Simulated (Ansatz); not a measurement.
C:
```xyz
3
Lattice="2.6054 0.0000 0.0000 -1.3027 2.2563 0.0000 0.0000 0.0000 2.8003" Properties=species:S:1:pos:R:3 pbc="T T T"
C      1.3027     0.0000     0.0000
C     -0.6513     1.1282     1.8669
C      0.6513     1.1282     0.9334
```

Relaxed with DFT-PBE in the program Ansatz with PAW potentials. Indices refer to the conventional cell of P6_222, a = b = 2.6054 Å, c = 2.8003 Å, α = β = 90.00°, γ = 120.00°.

Question: Simulate the powder diffraction pattern (Cu Kα1, λ = 1.54056 Å; lines above 1 %) up to 2θ = 90°.

Answer: Simulated powder pattern, Cu Kα1, λ = 1.54056 Å (kinematic, ideal powder, no thermal factors, no anomalous dispersion; the 30 strongest lines at most, above 1 %, up to 2θ = 90°):

```
2θ (°)  d (Å)  I/Imax (%)         hkl
------  -----  ----------  ----------
39.92   2.256          36  (1 0 -1 0)
52.01   1.757         100  (1 0 -1 1)
72.50   1.303         3.6  (1 1 -2 0)
80.70   1.190          21  (1 0 -1 2)
81.41   1.181          20  (1 1 -2 1)
86.12   1.128          20  (2 0 -2 0)
```

The start of the workflow was typed in or built on a structure type; neither database checked (COD, Materials Project) lists it. It is not the phase usual at ambient conditions (space group No. 194, 227). The PBE relaxation kept the symmetry of its start; whether a distortion lowers the energy is not shown.

Potentials: the later of the program's two PAW sets.
